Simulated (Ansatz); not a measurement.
# A vibration from a frozen displacement in TiAl

These are results of DFT PBEsol, scalar-relativistic, plane waves, PAW (Ansatz), not measurements. Cutoff 420 eV, Γ-centred 16×16×16 k-points, Gaussian smearing of 0.15 eV. No spin polarisation. Energies are free energies at this smearing, counted from the undisturbed cell; pressure is positive in compression.

The undisturbed cell (as given, not relaxed at this level; it stands at -2.4 GPa, and it needn't be the usual structure):

```
Ti Al
1.0
     3.17906    0.00000    0.00000
     0.00000    3.17906    0.00000
     0.00000    0.00000    3.17906
Ti Al
1 1
Cartesian
  0.0000 0.0000 0.0000
  1.5895 1.5895 1.5895
```

Every Ti atom is moved by x along the Cartesian unit vector (0.000, 0.000, 1.000); the cell and all other atoms stay fixed. The cell's volume is 32.13 Å³; the moved atoms weigh 47.867 u together and the others 26.982 u.

```
  x (Å)  ΔE (meV/cell) total force on the moved atoms along the move (eV/Å) pressure (GPa)
-0.1000          30.83                                                0.6161         -2.0080
-0.0500           7.71                                                0.3084         -2.3055
 0.0000           0.00                                                0.0000         -2.4049
 0.0250           1.93                                               -0.1542         -2.3800
 0.0750          17.35                                               -0.4624         -2.1815
```

**Question.** What frequency belongs to this motion?

**Answer.** The force constant is k = −dF/dx = 6.168 eV/Å², from the parabola through x = -0.0500, 0 and 0.0250. In every cell the moved atoms swing against the rest, so the mass is μ = m₁m₂/(m₁ + m₂) = 17.255 u, and ν̃ = 521.5 cm⁻¹ × √(|k|/μ) = 312 cm⁻¹, at this cell's pressure of -2.4 GPa. To first order in x, and within 1 %, the force on every atom lies along the move and, within each of the two groups, in proportion to the atom's mass, so this is itself a mode at the zone centre of this cell.

**Question.** How far does the harmonic law reach?

**Answer.** At x = -0.100 Å, kx²/2 = 30.84 meV against the computed 30.83 meV (-0.0 %): the well is still close to harmonic there.

In a metal these slopes depend on the k mesh and the smearing.